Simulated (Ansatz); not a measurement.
## Ta: energy along a strain

Ta, Fm-3m, a = 4.220 Å (as given, not relaxed at this level: -5.9 GPa). This isn't the element's structure at ambient conditions. Ansatz: PBEsol, PAW, 420 eV, Γ-centred 20×20×20 mesh on 1 atom, Gaussian smearing 0.15 eV; no spin polarisation. Cell vectors (Å): 0.000 2.110 2.110; 2.110 0.000 2.110; 2.110 2.110 0.000. The cell is strained by x per cent times the pattern (1 1 0 0 0 0) in the order xx yy zz yz xz xy (engineering shears), with fractional coordinates held. y is the free energy over the start, V0 = 18.788 Å³/atom. Points with a strain past 8.5 % were computed too (3) and aren't used here.

```tsv
x (%)	y (meV/atom)
-7.50	?
-5.00	32.19
-2.50	-9.90
0.00	0.00
2.50	57.82
5.00	157.22
7.50	292.22
```

Task: Fit y = c1 x + c2 x² + c3 x³ to the other rows, get the stiffness along the pattern, and predict the missing energy.

Result: Least squares on the rows shown. y = 14.000 x + 3.7877 x² − 0.061074 x³. The clamped-ion stiffness p·C·p = 2 × 37.88 eV × 160.2 / 18.788 Å³ = 646 GPa (second derivative at the start, which stands under stress). At x = -7.50 the fit asked for gives 133.82 meV/atom. The run gave 133.91 meV/atom, so the fit is 0.09 meV/atom too low, within the rms miss on the fitted rows (0.24 meV/atom).

Spin–orbit coupling is left out, which can shift energies with elements as heavy as these.